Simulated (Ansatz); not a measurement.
## TiSi: from a starting cell to a relaxed one

The start is a relaxed TiSi cell shaken by Gaussian noise of σ = 0.08 Å a coordinate. The structure is fully relaxed (lattice and positions, P = 0) with r2SCAN (plane waves to 500 eV, PAW, scalar-relativistic; Ansatz, an electronic-structure program). First-step values are on the input's coarse k-mesh.

Ansatz input (later rounds restart from its end on a renewed k-mesh):
Ansatz 0.2 input:
```yaml
crystal:
  lattice:
    - [6.5055107057, 0, 0]
    - [0, 3.6322595062, 0]
    - [0, 0, 4.9899914709]
  atoms:
    - { symbol: Ti, position: [0.6875541524, 0.7459649046, 0.6317265306] }
    - { symbol: Ti, position: [0.8136269362, 0.2509149047, 0.1163965206] }
    - { symbol: Ti, position: [0.3272713619, 0.2368201354, 0.3844965079] }
    - { symbol: Ti, position: [0.1834360432, 0.753733025, 0.8634319664] }
    - { symbol: Si, position: [0.5553330263, 0.7358319648, 0.1380026731] }
    - { symbol: Si, position: [0.9414025709, 0.2480467993, 0.6733006109] }
    - { symbol: Si, position: [0.4532112421, 0.2602916912, 0.8432285263] }
    - { symbol: Si, position: [0.0207120666, 0.7216726087, 0.3786788106] }
basis: { ecutwfc: 500, ecutrho_ratio: 4, xc_grid: 4, fft_grid_basis: typed }
kpoints: { mp_grid: { grid: [4, 6, 5] } }
hamiltonian:
  xc: r2scan
  dispersion: none
  pseudopotentials: { kind: paw }
scf: { occupations: { method: fermi_dirac, width: 0.05 } }
relax: { f_tol: 0.01, max_steps: 100, cell: { stress_tol: 0.02 } }
output: { forces: true, stress: true }
```

- Initial pressure = +3 GPa (positive: the cell is compressed)
- Largest initial force = about 2.4 eV/Å, on Si8 (atoms numbered as listed)
- Energy released = 0.10 eV/atom
- Relative to the parent = The parent structure is recovered, Pnma (No. 62)
- Shortest distances (start → end) = The closest pairs of elements (up to four, under 3.6 Å), start → end: Si–Si 2.32 → 2.39 Å; Si–Ti 2.36 → 2.56 Å; Ti–Ti 3.11 → 3.19 Å
- Band gap at the end = no gap (metallic)
- Optimiser moves = 7

It ends as:

```cif
data_Si4Ti4
_chemical_formula_sum 'Ti4 Si4'
_space_group_name_H-M_alt 'Pnma'
_space_group_IT_number 62
_space_group_name_Hall '-P 2ac 2n'
_cell_length_a 6.50550
_cell_length_b 3.63229
_cell_length_c 4.99000
_cell_angle_alpha 90.000
_cell_angle_beta 90.000
_cell_angle_gamma 90.000
loop_
_atom_site_label
_atom_site_type_symbol
_atom_site_symmetry_multiplicity
_atom_site_Wyckoff_symbol
_atom_site_fract_x
_atom_site_fract_y
_atom_site_fract_z
_atom_site_occupancy
Ti1 Ti 4 c 0.17585 0.25000 0.62834 1
Si1 Si 4 c 0.04405 0.25000 0.14472 1
```

Final values are on a 7×13×9 k-mesh of the relaxed cell. No spin polarisation in the result.

The first start was generated by placing the elements on the sites of a structure type. Materials Project lists a structure of TiSi in the same space group, Pnma (No. 62); the sites were not compared with it, nor with measured phases.
